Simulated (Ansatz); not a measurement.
A distorted cell of MoS₂ (2H-MoS2 type, space group P6_3/mmc):

```
CELL_PARAMETERS angstrom
      3.10903     0.00000     0.00000
     -1.55452     2.69250     0.00000
      0.00000     0.00000    11.70864
ATOMIC_POSITIONS crystal
  Mo 0.33333 0.66667 0.25000
  Mo 0.66667 0.33333 0.75000
  S  0.39791 0.71394 0.60111
  S  0.66667 0.33333 0.11648
  S  0.66667 0.33333 0.38352
  S  0.33333 0.66667 0.88352
```

Computed with PBEsol-D3(BJ) (plane waves to 420 eV, PAW, scalar-relativistic; Ansatz, a first-principles code). k mesh 10×10×3 (Γ-centred), Fermi-Dirac smearing 0.05 eV. E stands for the smeared free energy. Stress and pressure are positive under compression. As the smearing reaches across the gap at some points, energies and forces of such displacements shift with the k mesh and the smearing. MoS2 is run without spin polarisation. MoS2 was relaxed with its symmetry unable to fall. The PAW data are Ansatz's earlier set.

Problem. What forces act on the atoms (eV/Å, Cartesian)?

Solution. 
| atom | Fx | Fy | Fz |
|---|---|---|---|
| Mo1 | 0.016 | 0.019 | -0.019 |
| Mo2 | 0.798 | 0.861 | -1.956 |
| S3 | -0.746 | -0.848 | 2.399 |
| S4 | -0.007 | -0.008 | -0.005 |
| S5 | 0.019 | 0.022 | -0.112 |
| S6 | -0.080 | -0.046 | -0.307 |

Problem. What is the stress tensor (GPa)?

Solution. 
```
   -2.3     -0.2      1.7
   -0.2     -2.0      2.0
    1.7      2.0     -6.5
```
The pressure, a third of the trace, is -3.6 GPa.

Problem. In it atom 3 sits (0.127, 0.127, -0.180) Å away from its relaxed site. What is its energy relative to the relaxed cell?

Solution. 362 meV/cell.

(For displaced atoms, the force is minus the slope of the energy, and its curvature is a force constant, which sets phonon frequencies.)
